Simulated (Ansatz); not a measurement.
Consider a crystal of LaNb2F3 in space group P-62m (No. 189), with La on 1b; Nb on 2e; F on 3f.

Computed with DFT PBE, scalar-relativistic, plane waves, PAW (Ansatz). Cutoff 420 eV, Γ-centred mesh, Gaussian smearing, no spin polarisation.

Energies over the elements count from the elements' standard structures at the same level (F₂ as a molecule), with no fitted energy shifts.

Q: Predict the relaxed structure.

A:

Space group P-62m (No. 189). a = 4.116 Å, b = 4.116 Å, c = 8.757 Å, α = 90.00°, β = 90.00°, γ = 120.00°
```tsv
atom	site	symmetry	x	y	z
La	1b	-62m	0.0000	0.0000	0.5000
Nb	2e	3.m	0.0000	0.0000	0.8224
F	3f	m2m	0.3340	0.0000	0.0000
```

La has 2 Nb at 2.82 Å; around Nb lie 3 F at 2.08 Å and 1 La at 2.82 Å; F is surrounded by 2 Nb at 2.08 Å and 6 F at 2.37–2.38 Å. Another local minimum with the same sites may exist.

Q: And its energy and gap?

A: The formation energy is −0.58 eV/atom. The gap on the 12×12×4 mesh of the 6-atom cell is 0.02 eV.

The last run used Gaussian smearing of 0.10 eV. The cell is a metal run without spin; a magnetic state may lie lower. A gap this small is below the smearing, so the run can't tell it from none. Symmetry constrained the relaxation, so the result can be a saddle point. Another cell of LaNb2F3 relaxed alike, in P-3m1, lies 0.82 eV/atom lower, so this cell isn't the stable form at this level.
